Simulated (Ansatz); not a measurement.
**Guessed and relaxed cells of In3Se**

The cell of In3Se is invented: random cell by space group and Wyckoff sites (P-6m2, No. 187). The dimensions are guesses.

start.cif

```cif
data_structure
_symmetry_space_group_name_H-M 'P-6m2'
_symmetry_Int_Tables_number 187
_cell_length_a 4.0030
_cell_length_b 4.0030
_cell_length_c 8.4275
_cell_angle_alpha 90.000
_cell_angle_beta 90.000
_cell_angle_gamma 120.000
_cell_volume 116.95
loop_
_atom_site_label
_atom_site_type_symbol
_atom_site_symmetry_multiplicity
_atom_site_Wyckoff_symbol
_atom_site_fract_x
_atom_site_fract_y
_atom_site_fract_z
_atom_site_occupancy
In1 In 2 g 0.00000 0.00000 0.32685 1
In2 In 1 f 0.66667 0.33333 0.50000 1
Se1 Se 1 a 0.00000 0.00000 0.00000 1
```

Level of theory: Ansatz 0.2.0, DFT PBE, scalar-relativistic, plane waves, PAW. Cutoff 420 eV, Gaussian smearing, Γ-centred meshes. Cell and atoms relax first on a coarse mesh and then on a finer one. In between, the cell is made exact in the group found at 0.06 Å. In metals the finer mesh still leaves noise of several meV/atom or more. The steps can't lower the symmetry of their start. No spin polarisation.

end.cif

```cif
data_structure
_symmetry_space_group_name_H-M 'P-6m2'
_symmetry_Int_Tables_number 187
_cell_length_a 4.2688
_cell_length_b 4.2688
_cell_length_c 8.9291
_cell_angle_alpha 90.000
_cell_angle_beta 90.000
_cell_angle_gamma 120.000
_cell_volume 140.91
loop_
_atom_site_label
_atom_site_type_symbol
_atom_site_symmetry_multiplicity
_atom_site_Wyckoff_symbol
_atom_site_fract_x
_atom_site_fract_y
_atom_site_fract_z
_atom_site_occupancy
In1 In 2 g 0.00000 0.00000 0.28271 1
In2 In 1 f 0.66667 0.33333 0.50000 1
Se1 Se 1 a 0.00000 0.00000 0.00000 1
```

The symmetry stays P-6m2 (No. 187). The volume per atom grows by 20.5 %, from 29.2 to 35.2 Å³. The shortest distance goes from 2.73 Å (In–In) to 2.52 Å (In–Se). The energy falls by about 0.35 eV/atom (the start's value is from the coarse mesh).

- Volume per atom: 35.23 Å³
- Density: 4.99 g/cm³
- Energy over the elements: +0.15 eV/atom
- Gap on the 12×12×6 mesh of the 4-atom cell: 0 eV (a metal)

Formation energies are uncorrected and refer to the elements' standard structures at the same level. It can't be a ground state, since the elements alone are lower.

The last run used Gaussian smearing of 0.10 eV. An odd number of electrons in the primitive cell allows no gap without spin; a larger cell or a magnetic state could open one. The cell is a metal run without spin; a magnetic state may lie lower. The reference form of Se is held partly by dispersion forces, which this level lacks. Symmetry constrained the relaxation, so the result can be a saddle point. In all, the 3 runs took 7.7 min on 1 thread of AMD EPYC 7R43 64-Core Processor (Zen 3) (shared host). Another cell of In3Se relaxed alike, in P-3m1, lies 0.32 eV/atom lower, so this cell isn't the stable form at this level.
